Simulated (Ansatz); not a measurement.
FeCo3:
```
FeCo3
1.0
    2.47241     0.00000     0.00000
    0.00000     2.47241     0.00000
    0.00000     0.00000     7.25114
Fe Co
1 3
Direct
  0.00000   0.00000   0.00000
  0.50000   0.50000   0.73914
  0.50000   0.50000   0.26086
  0.00000   0.00000   0.50000
```
The run is spin-polarised; directions of the spins, atom by atom: ↑ ↑ ↑ ↑.

Relaxed with r²SCAN.

**Question.** Map the electron localisation function on the plane through (0.000, 0.000, 0.000) spanned by u = [0, 0, 1] and v = [1, 1, 0] in lattice vectors, from the program Ansatz at the r²SCAN level (PAW).

**Answer.** x is the fraction of u, y of v (the angle between them is 90°; rows are the nearest grid lines); atoms in the plane: Fe at (0.00, 0.00), Co at (0.74, 0.50), Co at (0.26, 0.50), Co at (0.50, 0.00).
```
y \ x   0.000  0.0833  0.194  0.278  0.361  0.444  0.556  0.639  0.722  0.806  0.917   1.00
------  -----  ------  -----  -----  -----  -----  -----  -----  -----  -----  -----  -----
1.00    0.895   0.432  0.333  0.393  0.125  0.801  0.801  0.125  0.393  0.333  0.432  0.895
0.941   0.837   0.394  0.333  0.379  0.139  0.710  0.710  0.139  0.379  0.333  0.394  0.837
0.824   0.393   0.176  0.248  0.184  0.263  0.243  0.243  0.263  0.184  0.248  0.176  0.393
0.765   0.175   0.148  0.153  0.117  0.263  0.155  0.155  0.263  0.117  0.153  0.148  0.175
0.706   0.121   0.245  0.163  0.204  0.188  0.195  0.195  0.188  0.204  0.163  0.245  0.121
0.588   0.350   0.346  0.461  0.897  0.188  0.315  0.315  0.188  0.897  0.461  0.346  0.350
0.529   0.400   0.332  0.615  0.977  0.206  0.300  0.300  0.206  0.977  0.615  0.332  0.400
0.471   0.400   0.332  0.615  0.977  0.206  0.300  0.300  0.206  0.977  0.615  0.332  0.400
0.412   0.350   0.346  0.461  0.897  0.188  0.315  0.315  0.188  0.897  0.461  0.346  0.350
0.294   0.121   0.245  0.163  0.204  0.188  0.195  0.195  0.188  0.204  0.163  0.245  0.121
0.235   0.175   0.148  0.153  0.117  0.263  0.155  0.155  0.263  0.117  0.153  0.148  0.175
0.176   0.393   0.176  0.248  0.184  0.263  0.243  0.243  0.263  0.184  0.248  0.176  0.393
0.0588  0.837   0.394  0.333  0.379  0.139  0.710  0.710  0.139  0.379  0.333  0.394  0.837
0.000   0.895   0.432  0.333  0.393  0.125  0.801  0.801  0.125  0.393  0.333  0.432  0.895
```

The density is the valence pseudo-density with augmentation charge, so density and ELF within about 1 Å of a nucleus are not all-electron values.

Space group P4/mmm. The workflow started from a Materials Project entry (that database holds measured and hypothetical structures alike); the Crystallography Open Database copy checked does not list it. Its standing as an ambient phase is unchecked. The cell was relaxed with r²SCAN under the symmetry of its start; whether a distortion lowers the energy is not shown. Spin order of the final state: ferromagnetic, chosen from 4 collinear starts compared on coarse meshes (ties went to the first, and starts can fall back to one state), not a proven ground state. Other orbital occupations within this spin state were not tried.

Potentials: the later of the program's two PAW sets.
